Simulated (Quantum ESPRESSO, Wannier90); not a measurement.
# Wannier functions of Te (R-3m)

```xyz
1
Lattice="2.3059 1.3313 1.6910 -2.3059 1.3313 1.6910 0.0000 -2.6626 1.6910" Properties=species:S:1:pos:R:3 pbc="T T T"
Te     0.0000     0.0000     2.5364
```

Structure: Materials Project mp-1178932, symmetrised, not relaxed again. Not found in the COD (Crystallography Open Database) copy used, which has the formula in other groups; not checked further. Level: PBEsol, no spin polarisation, no spin-orbit coupling; pw.x of Quantum ESPRESSO at 66 Ry with PseudoDojo potentials, 10×10×10 k-points, Wannier90. Density: 10×10×10 mesh, cold smearing 0.01 Ry. Spin-orbit coupling is left out although heavy elements are present.

Band 6 is isolated and gives one Wannier function a cell (Te1 5s 88 %, Te1 5p 12 %; spread 1.77 Å²). Its on-site energy is ε = -11.514 eV relative to the Fermi level, and its hoppings t(R) = t(−R) to the nearer images are (images within this range that aren't listed have |t| under 5 meV):

```csv
R (lattice vectors; −R alike),distance (Å),t (eV)
0 0 1,3.15,-0.463
0 1 0,3.15,-0.463
1 0 0,3.15,-0.463
0 1 1,4.30,-0.016
1 0 1,4.30,-0.016
1 1 0,4.30,-0.016
0 1 -1,4.61,0.019
1 -1 0,4.61,0.019
1 0 -1,4.61,0.019
```

Task: Work out the band energy at Γ, L, T, P_0 from these numbers.

Result: For one orbital E(k) = ε + Σ_R 2 t(R) cos(2π k·R), the sum over the listed R.
- Γ, k = (0.000, 0.000, 0.000): E = -11.514 + (-0.463)·(6.00) + (-0.016)·(6.00) + (0.019)·(6.00) = -14.27 eV; pw.x: -14.03 eV
- L, k = (0.500, 0.000, 0.000): E = -11.514 + (-0.463)·(2.00) + (-0.016)·(-2.00) + (0.019)·(-2.00) = -12.45 eV; pw.x: -12.15 eV
- T, k = (0.500, -0.500, 0.500): E = -11.514 + (-0.463)·(-6.00) + (-0.016)·(6.00) + (0.019)·(6.00) = -8.72 eV; pw.x: -8.29 eV
- P_0, k = (0.436, -0.564, 0.436): E = -11.514 + (-0.463)·(-5.51) + (-0.016)·(4.14) + (0.019)·(6.00) = -8.91 eV; pw.x: -8.62 eV

At these points the listed shells miss the plane-wave band by up to 0.43 eV, of a width of 5.73 eV on the path. With all its hoppings the model misses the band by 2.6 meV at worst on the whole path, so most of the miss comes from the hoppings not listed.
